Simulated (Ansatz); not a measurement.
A geometry of Se away from equilibrium: the start of the relaxation of a relaxed Se cell, doubled along one cell vector, shaken by Gaussian noise of σ = 0.08 Å a coordinate. These are r2SCAN (plane waves to 500 eV, PAW, scalar-relativistic; Ansatz, a first-principles code) values and carry that method's errors. Γ-centred k-mesh 6×3×5 on the run's cell (coarser than for final values), Fermi–Dirac smearing 0.05 eV.

```xyz
6
Lattice="4.5077 0.0000 0.0000 -4.5077 7.8076 0.0000 0.0000 0.0000 4.9888" Properties=species:S:1:pos:R:3 pbc="T T T"
Se     1.0648     0.1016     4.0922
Se    -1.3128     3.8838     4.0727
Se    -0.4254     0.7723     0.9291
Se    -2.6098     4.7885     0.8131
Se     1.6583     2.9841     2.5652
Se    -0.5001     6.8962     2.5342
```

Q: What forces act on the atoms (eV/Å)?

A: 
```
atom     Fx     Fy     Fz
----  -----  -----  -----
Se1   -0.54  -0.36   0.72
Se2    0.15  -0.18   0.60
Se3   -0.02   0.15  -0.83
Se4   -0.42  -0.34   0.29
Se5    0.27   0.52  -0.90
Se6    0.56   0.21   0.11
```

Q: What is the pressure?

A: -0.6 GPa, compression positive.

No spin polarisation in the result. Without a van der Waals term the distances between weakly bound units are poorly fixed.

The end of the path is a generated cell of Se: the first start was made by placing the elements on the sites of a structure type, and the end was not matched to a known phase here, so it may be hypothetical. Known forms of Se include space group No. 152.
